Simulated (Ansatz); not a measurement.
SiNi2 under strain — coordination and 61Ni quadrupole coupling

Cell: a COD entry, relaxed with PBE at fixed cell and then changed (z stretched by 1 %, ions relaxed).

```
Si Ni
1.0
     4.99000    0.00000    0.00000
     0.00000    3.72000    0.00000
     0.00000    0.00000    7.13060
Si Ni
4 8
Direct
  0.28910 0.25000 0.38479
  0.21090 0.75000 0.88479
  0.78910 0.25000 0.11521
  0.71090 0.75000 0.61521
  0.95760 0.25000 0.79514
  0.54240 0.75000 0.29514
  0.45760 0.25000 0.70486
  0.04240 0.75000 0.20486
  0.32976 0.25000 0.05979
  0.17024 0.75000 0.55979
  0.82976 0.25000 0.44021
  0.67024 0.75000 0.94021
```

Sites (sets of like atoms) are named by element and the number of their first atom in this list.

The numbers come from a DFT calculation in Ansatz (PBE, plane waves and PAW, scalar-relativistic, collinear spin, 420 eV cutoff, Γ-centred 9×12×6 k-points, Fermi–Dirac smearing 0.05 eV). Start moments as typed (μB): 1.5 on each Ni, none on the rest.

Q(61Ni) = 162.0 mb.

Q: Order the Ni environments from the weakest to the strongest quadrupole coupling.
A. Ni5: 5 Si at 2.34–2.57 Å, 8 Ni at 2.57–2.72 Å
B. Ni9: 5 Si at 2.32–2.73 Å, 8 Ni at 2.57–2.72 Å

A: B (4.19 MHz, η = 0.35), A (8.18 MHz, η = 0.79).

The run finds no gap above 0.1 eV (a metal, or nearly one), so the gradients can move by 10 % or more with the k-mesh. With these PAW files V_zz is typically within 2 to 3 % of all-electron values, but misses above 10 % occur on Ni. The start moments die out, and the run ends without spin.
